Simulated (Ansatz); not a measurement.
## Na2ZnGe: pressure against volume

A database entry relaxed whole under r2SCAN (Cmcm):

```xyz
8
Lattice="4.5709 -3.6959 0.0000 4.5709 3.6959 0.0000 0.0000 0.0000 5.4239" Properties=species:S:1:pos:R:3 pbc="T T T"
Na    1.5912    1.0518    1.3560
Na    7.5507   -1.0518    4.0679
Na    1.5912   -1.0518    4.0679
Na    7.5507    1.0518    1.3560
Zn    4.5709    0.0000    0.0000
Zn    4.5709    0.0000    2.7119
Ge    4.5709    1.9845    1.3560
Ge    4.5709   -1.9845    4.0679
```

The cell was scaled uniformly, its shape held, and the atoms relaxed at each volume with plane-wave PAW DFT (Ansatz 0.2.0; r2SCAN, 500 eV, 6×6×6 Γ-centred mesh, fermi-dirac occupations of width 0.100 eV; no spin, no spin-orbit coupling). One row is withheld.

```csv
volume (Å³/atom),energy over the lowest (meV/atom),pressure (GPa)
21.533,7.9,1.90
21.991,3.4,1.19
22.449,0.9,0.56
22.907,0.0,0.00
23.366,0.7,-0.50
23.824,?,?
24.282,5.9,-1.35
```

Question: Fit the pressures of the other rows to the third-order Birch-Murnaghan form.

Answer: With f = [(V₀/V)^(2/3) − 1]/2 and P = 3B₀f(1 + 2f)^(5/2)[1 + 3(B₀′ − 4)f/2], least squares gives V₀ = 22.91 Å³ an atom, B₀ = 26.5 GPa and B₀′ = 4.6; the rows miss the fit by less than 0.01 GPa. The slope of the energies differs from these pressures by less than 0.05 GPa.

Question: What does the withheld row hold?

Answer: The fit gives -0.95 GPa at 23.824 Å³; the run gave -0.95 GPa and 2.7 meV an atom.

Caveats: the shape of the cell was held, so B₀ is an upper bound where the axes differ in stiffness; 0 K, fixed nuclei; the symmetry was kept, and this need not be the phase that is stable at 0 K; one mesh for all volumes; pressure is positive in compression.
